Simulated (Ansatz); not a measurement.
W: computed property card

W (fcc (Cu type), space group No. 225), a = b = c = 3.9982 Å, α = β = γ = 90.00°; the cell used has 1 atom.

Space group Fm-3m (No. 225), fcc (Cu type); conventional cell a = 3.9982 Å, b = 3.9982 Å, c = 3.9982 Å, α = 90.00°, β = 90.00°, γ = 90.00°.

Method: the program Ansatz at the PBEsol level (PAW). Geometry: relaxed at this level of theory. Other levels are named where they apply.

### Cell and energy

```yaml
volume_per_atom: 15.98 Å³
density: 19.10 g/cm³
```

### Electronic structure

```yaml
electronic_character: metallic (no gap)
Density of states at the Fermi level: 1.3 states/eV per atom (mean over ±0.08 eV)
Gap with spin–orbit coupling: none (metallic)
```

### Mechanics

```yaml
Bulk modulus (Birch–Murnaghan fit): 302 GPa
Pressure derivative B′: 4.0
Elastic constants (relaxed ions, GPa): C11 = 95.3, C12 = 404, C44 = -111
mechanical_stability: unstable (C has a negative eigenvalue)
```

The workflow started from an entry of the Crystallography Open Database (COD), which files this formula under 6 space groups. It is not the phase usual at ambient conditions (space group No. 229). The PBEsol relaxation kept the symmetry of its start. The run is not spin-polarised. As this level gives no gap, shear constants depend on the k-mesh and smearing (Fermi–Dirac, 0.1 eV here). Scalar-relativistic: spin–orbit coupling is off unless named, which matters more the heavier the elements.

Potentials: the earlier of the program's two PAW sets.
